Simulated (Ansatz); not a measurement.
C (Fd-3m): elasticity against pressure

```yaml
crystal:
  lattice:
    - [0.00000, 1.78014, 1.78014]
    - [1.78014, 0.00000, 1.78014]
    - [1.78014, 1.78014, 0.00000]
  atoms:
    - { symbol: C, position: [0.50000, 0.50000, 0.50000] }
    - { symbol: C, position: [0.75000, 0.75000, 0.75000] }
```

This is the zero-pressure cell. At each pressure cell and atoms are relaxed in this structure, and the constants are slopes of the stress at strains of ±0.005 with relaxed ions (the coefficients that govern stability under load). Level: r²SCAN, PAW on Ansatz 0.2.0's default frozen-core files (fitted under PBE), scalar-relativistic; k mesh 12×12×12, strains of ±0.005, fixed occupations, cutoff 500 eV. P is the pressure of the relaxed cell, less that of this one.

```
P (GPa)    V/V₀  C11 (GPa)  C12 (GPa)  C44 (GPa)
   0.00  1.0000     1111.9      120.2      586.8
   0.99  0.9978     1117.2      123.1      589.8
   2.00  0.9956     1122.4      125.9      592.8
   4.01  0.9913     1133.0      131.6      598.8
   7.00  0.9850     1148.4      139.9      607.5
  10.01       ?          ?          ?          ?
  15.01  0.9690     1189.2      162.5      630.5
```

Q: Does the bulk modulus from the constants agree with the pressure-volume curve?

A: A third-order Birch-Murnaghan fit to the volumes shown (F against f, f = [(V₀/V)^(2/3) − 1]/2) gives B₀ = 451.0 GPa and B′ = 3.6. Its −V dP/dV stands beside (C11 + 2C12)/3:

| P (GPa) | from P(V) | from the constants |
| --- | --- | --- |
| 0.00 | 451.0 | 450.8 |
| 0.99 | 454.6 | 454.4 |
| 2.00 | 458.2 | 458.0 |
| 4.01 | 465.3 | 465.4 |
| 7.00 | 476.0 | 476.1 |
| 15.01 | 504.2 | 504.7 |

Q: What are the pressure derivatives at zero pressure?

A: Slopes at V₀ of quadratic fits in −ln(V/V₀) through the first four rows shown, divided by B₀: dC11/dP = 5.3, dC12/dP = 2.8, dC44/dP = 3.0. The mean slopes up to 2.0 GPa are 5.3, 2.8, 3.0; curvature and scatter of the constants part the two. The combination (dC11/dP + 2 dC12/dP)/3 = 3.7 stands against B′.

Q: Fill the row at 10.01 GPa.

A: Cubic fits in −ln(V/V₀) through all rows shown give C11 = 1163.8, C12 = 148.4, C44 = 616.2 GPa. Computed: V/V₀ = 0.9789, C11 (GPa) = 1163.8, C12 (GPa) = 148.4, C44 (GPa) = 616.3.

Q: Does a shear stiffness soften?

A: C44 goes from 586.8 to 630.5 GPa; (C11 − C12)/2 goes from 495.9 to 513.3 GPa. Neither ends more than 3 % under its start, and the lattice stays mechanically stable over this range.

Limits of these numbers: no other phase was computed; many crystals of this kind change structure within this range, and rows or crossings beyond such a change describe a metastable lattice; frozen-core PAW files fitted under PBE, their cores solved anew for the functional of the run; phonons weren't checked at these pressures.
